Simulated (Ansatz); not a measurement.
## Trial structures of Ga₂O: starts and ends

These are results of DFT PBE, scalar-relativistic, plane waves, PAW in Ansatz, not measurements. Settings: cutoff 420 eV, Γ-centred meshes spaced at most about 0.3 Å⁻¹, and about 0.25 Å⁻¹ or finer for metals (2π included), Gaussian smearing. No spin polarisation in the final relaxations.

Each guess was relaxed in cell and atoms at zero pressure, within the symmetry of its start. These are static total energies at zero pressure. Coordination counts O atoms around Ga (those within 1.25 times the shortest such distance or 1.15 times the sum of covalent radii; the shortest distance is added where it is long for a bond; a slash parts the counts of unlike sites).

```
guess    made from  start group  V start (Å³/atom)  end group  V end (Å³/atom)  coordination at the end  gap on mesh (eV)  E over the lowest end (meV/atom)
    1  random cell         Cmmm               14.8     P4/mmm             18.7        Ga 2/8 from 3.3 Å                 0                               309
    2   In2Bi type        P-6m2               16.4      P-6m2             17.7        Ga 3/6 from 3.3 Å                 0                               126
    3   CdHg2 type         Fmmm               16.2       Fmmm             16.9                     Ga 2                 0                                 0
    4   PtPb2 type       I4/mcm               14.1          ?                ?                        ?                 ?                                 ?
    5  random cell       P6/mmm               16.2     P6/mmm             15.5          Ga 3 from 2.5 Å                 0                               682
```

Guess 4 as it starts:

```xyz
6
Lattice="-2.9466 2.9466 2.4390 2.9466 -2.9466 2.4390 2.9466 2.9466 -2.4390" Properties=species:S:1:pos:R:3 pbc="T T T"
Ga    3.8935    0.9468    0.0000
Ga    0.9468    1.9998    0.0000
Ga    1.9998    0.9468    2.4390
Ga   -0.9468    1.9998    2.4390
O     0.0000    0.0000    3.6584
O     0.0000    0.0000    1.2195
```

Question: Fill in the missing row: what does this guess relax into, and where does it rank?

Answer: It ends in space group I4/mcm (No. 140), with a = 5.361 Å, c = 6.244 Å, 15.0 Å³/atom and no gap. It lies 0.34 eV/atom over the lowest end, above guess 1 and below guess 5. Counting O atoms around Ga, this end has Ga 4 from 2.5 Å and the lowest (guess 3) has Ga 2.

```
Ga O
1.0
    -2.68066    2.68066    3.12181
     2.68066   -2.68066    3.12181
     2.68066    2.68066   -3.12181
Ga O
4 2
Cartesian
  3.6944 1.0137 0.0000
  1.0137 1.6670 0.0000
  1.6670 1.0137 3.1218
  -1.0137 1.6670 3.1218
  0.0000 0.0000 4.6827
  0.0000 0.0000 1.5609
```

The zero of energy is the elements' standard structures at the same level (O₂ as a molecule); no fitted shifts are applied.

Question: Is the lowest end bound against the elements?

Answer: Yes: its formation energy is −0.61 eV/atom. Whether it is stable depends on the other phases of the system, which aren't compared here.

Weakly bound directions are ill-defined at this level, which has no dispersion term (Fmmm, P-6m2), and this can change margins and order among such cells. A magnetic state wasn't ruled out in cells without spin, among them Fmmm, I4/mcm. Cells relaxed within their symmetry can be saddle points. A lower structure may well exist outside this small set. Some candidate types were left out of the draw beforehand, so a known form may be missing.
